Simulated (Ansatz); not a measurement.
GaN (zinc blende)

```yaml
crystal:
  lattice:
    - [0.00000, 2.24908, 2.24908]
    - [2.24908, 0.00000, 2.24908]
    - [2.24908, 2.24908, 0.00000]
  atoms:
    - { symbol: N, position: [0.75000, 0.75000, 0.75000] }
    - { symbol: Ga, position: [0.00000, 0.00000, 0.00000] }
```

The slice is a {110} plane (indices of the conventional cell) through the point (0.750, 0.750, 0.750) (fractional), spanned by u = [100] and v = [1 -1 -1] in vectors of this cell: u (3.18 Å) and v (4.50 Å, at 90° to u). It covers one period; positions are fractions (u, v).

The numbers are results of r2SCAN (plane waves to 500 eV, PAW, scalar-relativistic; Ansatz, a quantum-chemistry and plane-wave program), not measurements. k mesh 13×13×13. Near the nuclei the fields are pseudised (PAW); where an atom keeps semicore shells as valence, they peak there. GaN was relaxed with its symmetry unable to fall. The PAW data are Ansatz's earlier set.

Three fields on this plane, each scaled to ten steps between its own extremes (0 low, 9 high; the total valence density on a logarithmic scale, the potential cut 8 eV below its top; x marks points blanked near nuclei; v = 0 in the bottom row):

Map A
```
|xxxx8777778xxx|
|xxx988xxx889xx|
|xx999xxxxx999x|
|8888xxxxxxx888|
|6667xxxxxxx766|
|4456xxxxxxx654|
|23458xxxxx8543|
|113468xxx86431|
|01234667664321|
|00123455543210|
|00112333332110|
|11111222221111|
|22211111111122|
|44321000001234|
|65532100012355|
|87653200023567|
|xx97531113579x|
|xxx864222468xx|
|xxxx7543457xxx|
|xxxx8655568xxx|
```

Map B
```
|xxxx7322237xxx|
|xxx952xxx259xx|
|xx963xxxxx369x|
|9873xxxxxxx378|
|6632xxxxxxx236|
|3322xxxxxxx223|
|11122xxxxx2211|
|001122xxx22110|
|00011222221100|
|00001111111000|
|00000011100000|
|00000000000000|
|11000000000001|
|32100000000012|
|66421000001246|
|98752000002578|
|xx97520002579x|
|xxx973101379xx|
|xxxx8511158xxx|
|xxxx8521258xxx|
```

Map C
```
|xxxx1000001xxx|
|xxx000xxx000xx|
|xx000xxxxx000x|
|6520xxxxxxx025|
|7620xxxxxxx026|
|7620xxxxxxx026|
|76300xxxxx0036|
|765100xxx00156|
|77641000001467|
|77765422245677|
|77777776777777|
|77788888888877|
|77788999998877|
|77889999999887|
|77889999999887|
|66789999999876|
|xx37999999973x|
|xxx478888984xx|
|xxxx6776776xxx|
|xxxx4432344xxx|
```

Assign the maps to these fields: electron localisation function (ELF); valence electron density; electrostatic potential energy of an electron, from the cell's mean.

A is the valence electron density; B is the electron localisation function (ELF); C is the electrostatic potential energy of an electron, from the cell's mean.
